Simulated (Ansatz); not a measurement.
Ni3P:
```cif
data_Ni12P4
_chemical_formula_sum 'Ni12 P4'
_space_group_name_H-M_alt 'P 1'
_space_group_IT_number 1
_cell_length_a 6.63036
_cell_length_b 6.63036
_cell_length_c 6.63036
_cell_angle_alpha 96.126
_cell_angle_beta 96.126
_cell_angle_gamma 141.867
loop_
_space_group_symop_operation_xyz
  'x, y, z'
loop_
_atom_site_label
_atom_site_type_symbol
_atom_site_fract_x
_atom_site_fract_y
_atom_site_fract_z
_atom_site_occupancy
Ni1 Ni 0.00909 0.61073 0.66728 1
Ni2 Ni 0.65819 0.99091 0.60164 1
Ni3 Ni 0.94345 0.34181 0.33272 1
Ni4 Ni 0.38927 0.05655 0.39836 1
Ni5 Ni 0.97524 0.58760 0.05293 1
Ni6 Ni 0.07769 0.02476 0.61235 1
Ni7 Ni 0.53467 0.92231 0.94707 1
Ni8 Ni 0.41240 0.46533 0.38765 1
Ni9 Ni 0.35342 0.16470 0.03507 1
Ni10 Ni 0.68165 0.64658 0.81128 1
Ni11 Ni 0.12963 0.31835 0.96493 1
Ni12 Ni 0.83530 0.87037 0.18872 1
P1 P 0.52956 0.19564 0.76370 1
P2 P 0.23414 0.47044 0.66608 1
P3 P 0.43193 0.76586 0.23630 1
P4 P 0.80436 0.56807 0.33392 1
```

Relaxed with r²SCAN.

### Question
Tabulate the valence density and the electron localisation function along the shortest Ni–P contact (2.19 Å), r²SCAN (plane waves, PAW; program Ansatz).

### Answer


| distance from Ni (Å) | density (e/Å³) | ELF |
|---|---|---|
| 0.22 | 38.87 | 0.61 |
| 0.33 | 22.98 | 0.51 |
| 0.44 | 11.78 | 0.40 |
| 0.55 | 5.61 | 0.32 |
| 0.66 | 2.68 | 0.27 |
| 0.77 | 1.38 | 0.24 |
| 0.88 | 0.84 | 0.25 |
| 0.99 | 0.66 | 0.32 |
| 1.09 | 0.63 | 0.47 |
| 1.20 | 0.65 | 0.63 |
| 1.31 | 0.70 | 0.72 |
| 1.42 | 0.74 | 0.72 |
| 1.53 | 0.73 | 0.63 |
| 1.64 | 0.63 | 0.41 |
| 1.75 | 0.46 | 0.13 |
| 1.86 | 0.27 | 0.01 |
| 1.97 | 0.12 | 0.00 |

The density is the valence pseudo-density with augmentation charge, so density and ELF within about 1 Å of a nucleus are not all-electron values.

Space group I-4. The first step of the workflow began from a Materials Project structure, measured or hypothetical; the Crystallography Open Database files this formula in space group No. 82, but the cells were not matched. Its standing as an ambient phase is unchecked. Symmetry was held in the r²SCAN relaxation; whether a distortion lowers the energy is not shown. The run is not spin-polarised.

Potentials: the later of the program's two PAW sets.
